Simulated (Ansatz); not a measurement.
The start is a relaxed HfN cell shaken by Gaussian noise of σ = 0.08 Å a coordinate. The cell and all atomic positions are relaxed at zero pressure with PBE (plane waves to 420 eV, PAW, scalar-relativistic; Ansatz, a program for electronic structure). First-step values are on the input's coarse k-mesh.

Ansatz input (later rounds restart from its end on a renewed k-mesh):
Ansatz 0.2 input:
```yaml
crystal:
  lattice:
    - [5.9656918725, 0, 0]
    - [0, 5.9656918725, 0]
    - [0, 0, 3.4682009017]
  atoms:
    - { symbol: N, position: [0.3354677543, 0.6573087459, -0.0075861181] }
    - { symbol: N, position: [0.8187412684, 0.8264898727, 0.5055479754] }
    - { symbol: N, position: [0.1648246103, 0.1608135607, 0.4690324552] }
    - { symbol: N, position: [0.6674124626, 0.3490574449, -0.0165762512] }
    - { symbol: Hf, position: [0.2935954877, 0.3184545389, 0.0245177531] }
    - { symbol: Hf, position: [0.8045210952, 0.192010292, 0.5106373247] }
    - { symbol: Hf, position: [0.2127765317, 0.8208367087, 0.5145687709] }
    - { symbol: Hf, position: [0.6859599409, 0.6927352117, -0.0120461985] }
basis: { ecutwfc: 420, ecutrho_ratio: 4, xc_grid: 2, fft_grid_basis: typed }
kpoints: { mp_grid: { grid: [4, 4, 7] } }
hamiltonian:
  xc: pbe
  dispersion: none
  pseudopotentials: { azcp: { folder: ./paw }, kind: paw }
scf: { occupations: { method: fermi_dirac, width: 0.05 } }
relax: { f_tol: 0.01, max_steps: 100, cell: { stress_tol: 0.02 } }
output: { forces: true, stress: true }
```

```yaml
initial_pressure: "+3 GPa (positive: the cell is compressed)"
largest_initial_force: about 2.5 eV/Å, on Hf5 (atoms numbered as listed)
energy_released: 0.17 eV/atom
relative_to_the_parent: "It does not go back: it reaches P4₂/m (No. 84), 0.09 eV/atom below the parent"
Shortest distances (start → end): "The closest pairs of elements (up to four, under 3.6 Å), start → end: Hf–N 1.96 → 2.10 Å; N–N 2.70 → 2.88 Å; Hf–Hf 3.24 → 3.23 Å"
band_gap_at_the_end: no gap (metallic)
optimiser_moves: 20
```

The end point of the relaxation:

```cif
data_Hf4N4
_chemical_formula_sum 'N4 Hf4'
_space_group_name_H-M_alt 'P42/m'
_space_group_IT_number 84
_space_group_name_Hall '-P 4c'
_cell_length_a 5.97148
_cell_length_b 5.97148
_cell_length_c 3.39898
_cell_angle_alpha 90.000
_cell_angle_beta 90.000
_cell_angle_gamma 90.000
loop_
_atom_site_label
_atom_site_type_symbol
_atom_site_symmetry_multiplicity
_atom_site_Wyckoff_symbol
_atom_site_fract_x
_atom_site_fract_y
_atom_site_fract_z
_atom_site_occupancy
N1 N 4 j 0.30414 0.14042 0.00000 1
Hf1 Hf 4 j 0.66918 0.21099 0.00000 1
```

Final values are on a 8×14×8 k-mesh of the relaxed cell. No spin polarisation in the result.

The relaxed structure here is a generated cell of HfN: the first start was made by placing the elements on the sites of a structure type, and the end was not matched to a known phase here, so it may be hypothetical. Known forms of HfN include space group No. 225.
